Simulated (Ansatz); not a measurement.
## ZrOs: zone-centre modes under pressure

ZrOs, Pm-3m, a = 3.226 Å. The structure is a COD entry; whether it is the stable form wasn't checked. Ansatz: LDA, PAW, 420 eV, Γ-centred 14×14×14 mesh on 2 atoms, Fermi-Dirac smearing 0.15 eV; no spin polarisation. Cell and atoms are relaxed at each pressure with the symmetry kept; optical modes at Γ by linear response, in cm⁻¹, the highest.

```tsv
P (GPa)	V (Å³/atom)	ω1
0	16.787	187.9
2	16.648	191.6
6	16.385	?
```

Q: Get the mode's Grüneisen parameter γ = −d ln ω/d ln V from the other rows and predict the missing frequency.

A: ln(V/V0) = 0.0000, -0.0083, -0.0242; a line through ln(ω/ω0) of the 2 known rows gives ω1: γ = 2.349, predicted 198.9, computed 198.6. The miss is 0.1 %, or 3 % of the shift under pressure, so a constant γ serves at that level. In a metal these frequencies hang on the mesh and smearing.

Spin–orbit coupling is left out, which can shift energies with elements as heavy as these.